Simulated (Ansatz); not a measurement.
# Ga: computed property card

Ga:
```xyz
2
Lattice="0.0000 2.8884 2.8884 2.8884 0.0000 2.8884 2.8884 2.8884 0.0000" Properties=species:S:1:pos:R:3 pbc="T T T"
Ga     0.0000     0.0000     0.0000
Ga     1.4442     1.4442     1.4442
```

Space group Fd-3m (No. 227), diamond; conventional cell a = 5.777 Å, b = 5.777 Å, c = 5.777 Å, α = 90.00°, β = 90.00°, γ = 90.00°.

Method: plane-wave PAW r²SCAN (Ansatz code). Geometry: relaxed at this level of theory. Other levels are named where they apply.

### Cell and energy

| Item | Result |
|---|---|
| Volume per atom | 24.10 Å³ |
| Density | 4.80 g/cm³ |

### Electronic structure

| Property | Value |
|---|---|
| Electronic character | metallic (no gap) |
| Density of states at the Fermi level | 0.62 states/eV per atom (mean over ±0.08 eV) |
| Gap with spin–orbit coupling | none (metallic) |

### Mechanics

| Item | Value |
|---|---|
| Bulk modulus (Birch–Murnaghan fit) | 45.4 GPa |
| Pressure derivative B′ | 4.7 |
| Elastic constants (relaxed ions, GPa) | C11 = 30.8, C12 = 51.7, C44 = -23.6 |
| Mechanical stability | unstable (C has a negative eigenvalue) |

The start of the workflow was typed in or built on a structure type; neither database checked (COD, Materials Project) lists it. It is not the phase usual at ambient conditions (space group No. 64). The cell was relaxed with r²SCAN under the symmetry of its start. The volume moved by -21 % from the start of the relaxation. As this level gives no gap, shear constants depend on the k-mesh and smearing (Fermi–Dirac, 0.1 eV here). Spin–orbit coupling is left out wherever it is not named.

Potentials: the later of the program's two PAW sets.
